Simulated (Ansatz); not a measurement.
FeS₂:
```cif
data_Fe4S8
_chemical_formula_sum 'Fe4 S8'
_space_group_name_H-M_alt 'P 1'
_space_group_IT_number 1
_cell_length_a 5.28445
_cell_length_b 5.28445
_cell_length_c 5.28445
_cell_angle_alpha 90.000
_cell_angle_beta 90.000
_cell_angle_gamma 90.000
loop_
_space_group_symop_operation_xyz
  'x, y, z'
loop_
_atom_site_label
_atom_site_type_symbol
_atom_site_fract_x
_atom_site_fract_y
_atom_site_fract_z
_atom_site_occupancy
Fe1 Fe 0.00000 0.50000 0.50000 1
Fe2 Fe 0.50000 0.50000 0.00000 1
Fe3 Fe 0.50000 0.00000 0.50000 1
Fe4 Fe 0.00000 0.00000 0.00000 1
S1 S 0.38129 0.11871 0.88129 1
S2 S 0.61871 0.88129 0.11871 1
S3 S 0.11871 0.88129 0.38129 1
S4 S 0.88129 0.11871 0.61871 1
S5 S 0.88129 0.38129 0.11871 1
S6 S 0.11871 0.61871 0.88129 1
S7 S 0.61871 0.61871 0.61871 1
S8 S 0.38129 0.38129 0.38129 1
```

Relaxed with LDA.

Question: Decompose the optical modes at the zone centre into irreducible representations, and say which are infrared and Raman allowed.

Answer: Point group m-3: Γ_opt = Ag + 2Au + Eg + 2Eu + 3Tg + 5Tu. Infrared: Tu. Raman: Ag, Eg, Tg.

Question: Assign frequencies (DFPT, LDA (plane waves, PAW; program Ansatz); without the LO–TO term).

Answer: Au 227, Tu 229, Eu 257, Tu 315, Au 349, Eg 356, Tg 364, Tu 372, Ag 387, Tu 391, Eu 397, Tg 410, Tu 421, Tg 453 cm⁻¹.

Space group Pa-3. The LDA relaxation kept the symmetry of its start; phonons on a q-mesh show no instability. No spin polarisation was allowed.

Potentials: the later of the program's two PAW sets.
